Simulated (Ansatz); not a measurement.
HfO2 (fluorite)

```xyz
3
Lattice="0.0000 2.5491 2.5491 2.5491 0.0000 2.5491 2.5491 2.5491 0.0000" Properties=species:S:1:pos:R:3 pbc="T T T"
Hf     0.0000     0.0000     0.0000
O      1.2745     1.2745     1.2745
O      3.8236     3.8236     3.8236
```

Equation-of-state scan: isotropic scaling of the cell above, V₀ being its volume. Symmetry pins the atoms to their sites.

Calculation: PBE (plane waves to 420 eV, PAW, scalar-relativistic; Ansatz, a program for electronic structure). k mesh 11×11×11 (Γ-centred), Fermi-Dirac smearing 0.05 eV. The energy includes the smearing's −TS. Compression counts positive. HfO2 is run without spin polarisation. HfO2 was relaxed with its symmetry unable to fall. Spin-orbit coupling is left out, though Hf is heavy. The PAW data are Ansatz's earlier set. This is a high-temperature form of HfO2. The zero of ΔE is the relaxed starting cell.

```tsv
V (Å³/atom)	ΔE (meV/atom)
9.275	293.3
9.629	176.1
9.982	93.1
10.335	39.0
10.689	9.2
11.042	0.0
11.395	8.2
11.749	31.2
12.102	withheld
12.455	112.5
12.809	167.4
```

Task: Fit a third-order Birch-Murnaghan form (E₀, V₀, B₀, B₀′ free) to the given rows and predict ΔE at V = 12.102.

Result: Least squares on the 10 given rows: ΔE = E₀ + (9V₀B₀/16)·y²·[2 + (B₀′ − 4)y], y = (V₀/V)^(2/3) − 1, with V₀ = 11.043 Å³/atom, B₀ = 245.7 GPa (160.2 GPa = 1 eV/Å³; the term in eV is multiplied by 1000), B₀′ = 4.20, E₀ = 0.04 meV/atom; root-mean-square residual 0.09 meV/atom. At 12.102 the fit gives 66.5 meV/atom; the calculation gives 66.6 meV/atom, so the interpolation is off by -0.1 (-0.2 %). For the pressure the fit gives -18.6 GPa against the computed -18.6 GPa.

(A scan under strain: stresses follow from slopes of the energy per volume, elastic moduli from its curvatures.)
